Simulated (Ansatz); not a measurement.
TiN (rock salt)

```
CELL_PARAMETERS angstrom
      0.00000     2.12337     2.12337
      2.12337     0.00000     2.12337
      2.12337     2.12337     0.00000
ATOMIC_POSITIONS crystal
  N  0.00000 0.00000 0.00000
  Ti 0.50000 0.50000 0.50000
```

Two coordinates are scanned: the volume, and the ratio of the stretch along z (the conventional c axis) to the stretch across it. Atoms keep their fractional coordinates.

Calculation: PBE (plane waves to 420 eV, PAW, scalar-relativistic; Ansatz, a first-principles code). k mesh 19×19×19 (Γ-centred), Fermi-Dirac smearing 0.05 eV. Compression counts positive. With partly filled bands, the response to shear is sensitive to the k mesh, so small differences along c/a are uncertain. The PAW data are Ansatz's earlier set. TiN is run without spin polarisation. TiN was relaxed with its symmetry unable to fall. The last digit holds for this mesh only.

Changes of σxx (GPa) from the point V/V₀ = 1.000, (c/a)/(c/a)₀ = 1.000 when one coordinate moves alone (two changes are said to add if the coupling is within 5 % of the smaller one, nearly so within 20 %):

```
point                               change
----------------------------------  ------
V/V₀ = 1.000, (c/a)/(c/a)₀ = 0.960   -5.54
V/V₀ = 1.000, (c/a)/(c/a)₀ = 0.973   -3.74
V/V₀ = 1.000, (c/a)/(c/a)₀ = 0.987   -1.89
V/V₀ = 0.960, (c/a)/(c/a)₀ = 1.000   12.32
V/V₀ = 0.973, (c/a)/(c/a)₀ = 1.000    7.92
V/V₀ = 0.987, (c/a)/(c/a)₀ = 1.000    3.82
V/V₀ = 1.013, (c/a)/(c/a)₀ = 1.000   -3.56
V/V₀ = 1.027, (c/a)/(c/a)₀ = 1.000   -6.89
V/V₀ = 1.040, (c/a)/(c/a)₀ = 1.000   -9.98
V/V₀ = 1.000, (c/a)/(c/a)₀ = 1.013    2.01
V/V₀ = 1.000, (c/a)/(c/a)₀ = 1.027    4.18
V/V₀ = 1.000, (c/a)/(c/a)₀ = 1.040    6.50
```

Q: Do the two effects add at V/V₀ = 1.027, (c/a)/(c/a)₀ = 1.027? Give the computed change.

A: The sum of the single changes is -6.89 + (4.18) = -2.71; the calculation gives -3.22, so the coupling contributes -0.51 (under 20 % of the smaller single change, nearly additive).

Q: Do the two effects add at V/V₀ = 0.973, (c/a)/(c/a)₀ = 1.040? Give the computed change.

A: The sum of the single changes is 7.92 + (6.50) = 14.42; the calculation gives 15.31, so the coupling contributes 0.89 (under 20 % of the smaller single change, nearly additive).

Q: Do the two effects add at V/V₀ = 1.040, (c/a)/(c/a)₀ = 0.973? Give the computed change.

A: The sum of the single changes is -9.98 + (-3.74) = -13.72; the calculation gives -12.98, so the coupling contributes 0.74 (under 20 % of the smaller single change, nearly additive).

(A scan under strain: stresses follow from slopes of the energy per volume, elastic moduli from its curvatures.)
